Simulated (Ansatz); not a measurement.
A free-standing Janus 2H monolayer of FeBrI was relaxed with 5 functionals in the PAW code Ansatz, cell and atoms free, the symmetry of the start kept (meshes: PBE 12×12×1, r2SCAN 12×12×1, PBEsol 12×12×1, LDA 12×12×1, HSE06 6×6×1). No spin polarisation. The prototype was imposed, so other structures may be more stable.

The PBEsol result:
```yaml
crystal:
  lattice:
    - [3.56560, 0.00000, 0.00000]
    - [-1.78280, 3.08790, 0.00000]
    - [0.00000, 0.00000, 30.50512]
  atoms:
    - { symbol: Fe, position: [0.33333, 0.66667, 0.29018] }
    - { symbol: Br, position: [0.66667, 0.33333, 0.34785] }
    - { symbol: I, position: [0.66667, 0.33333, 0.24707] }
```
Periodic in the plane only; c spans the vacuum.

The sheet's in-plane cell has a = 3.566 Å, b = 3.566 Å (γ = 120.0°), and its outermost atoms lie 3.07 Å apart along the normal. Fe has 3 I at 2.44 Å and 3 Br at 2.71 Å; Br has 3 Fe at 2.71 Å and 1 I at 3.07 Å; I has 3 Fe at 2.44 Å and 1 Br at 3.07 Å.

Problem. How does the cell change with r2SCAN?

Solution. a = 3.648 Å; the area differs by +4.7 % from PBEsol's. Around Fe lie 3 I at 2.51 Å and 3 Br at 2.75 Å; around Br lie 3 Fe at 2.75 Å; around I lie 3 Fe at 2.51 Å.

Problem. How does the cell change with PBE?

Solution. a = 3.643 Å; the area differs by +4.4 % from PBEsol's. Around Fe lie 3 I at 2.49 Å and 3 Br at 2.76 Å; around Br lie 3 Fe at 2.76 Å; around I lie 3 Fe at 2.49 Å.

Problem. Held at the r2SCAN cell, what mean stress do LDA and PBE find, and does its sign point to their own minimum?

Solution. Yes. LDA -3.94 N/m, and its relaxed area is -6.7 % from r2SCAN's; PBE -0.31 N/m, and its relaxed area is -0.2 % from r2SCAN's. Compression counts positive, so a positive stress asks for a larger cell.
